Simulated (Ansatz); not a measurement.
Polymorphs of PbS, each relaxed with DFT-r²SCAN+D4 in the program Ansatz with PAW potentials:

A: rock salt (Fm-3m)
a = 5.952 Å, b = 5.952 Å, c = 5.952 Å, α = 90.00°, β = 90.00°, γ = 90.00°

```
atom  site  symmetry       x       y       z
----  ----  --------  ------  ------  ------
Pb      4b      m-3m  0.5000  0.5000  0.5000
S       4a      m-3m  0.0000  0.0000  0.0000
```

B: Pnma
a = 12.0417 Å, b = 4.2091 Å, c = 4.3447 Å, α = 90.00°, β = 90.00°, γ = 90.00°

| atom | site | symmetry | x | y | z |
|---|---|---|---|---|---|
| Pb | 4c | .m. | 0.3719 | 0.2500 | 0.3097 |
| S | 4c | .m. | 0.1436 | 0.2500 | 0.3820 |

### Question
Rank these by energy per atom at 0 K (lowest first), as r²SCAN+D4 gives it.

### Answer
A (+0 meV/atom), B (+11 meV/atom)

### Question
Give each one's gap.

### Answer
A 0.66 eV; B 1.44 eV.

Not the usual ambient phase: B. All cells were relaxed under the symmetry of their starts (and spin orders); stability against distortions was not tested throughout. Scalar-relativistic: spin–orbit coupling is off unless named, which matters more the heavier the elements.

Energies hold the estimated change up to a 700 eV cutoff; steps of a few meV lie near the error of the meshes.

Potentials: the earlier of the program's two PAW sets.
